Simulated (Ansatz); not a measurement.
Re₃W in space group I4/mmm (No. 139; Re on 4d, Re on 2b, W on 2a), plane-wave PAW r²SCAN (Ansatz code), all energies at zero smearing, with the estimated change up to a 700 eV cutoff added, with one set of potentials and settings (totals compare only within such a set). Cell of 4 atoms (3 Re, 1 W): -43039.175 eV.

```csv
element,reference phase,E (eV/atom)
Re,"P6_3/mmc, 4 atoms in the cell",-10880.8169
W,"Im-3m, 1 atoms in the cell",-10397.2967
```

Formation energy per atom, worked out: (-43039.175 − 3×(-10880.8169) − 1×(-10397.2967))/4 = 0.143 eV/atom (14 kJ per mol of atoms), at 0 K, without zero-point energy or fitted corrections.

The first step of the workflow began from a Materials Project structure, measured or hypothetical; the Crystallography Open Database copy checked does not list it. Whether it is the stable phase at ambient conditions was not checked. Symmetry was held in the r²SCAN relaxation; whether a distortion lowers the energy is not shown. The run is not spin-polarised. The references are the lowest solids computed at this level, not always the standard phases. Spin–orbit coupling is left out wherever it is not named.

Potentials: the later of the program's two PAW sets.
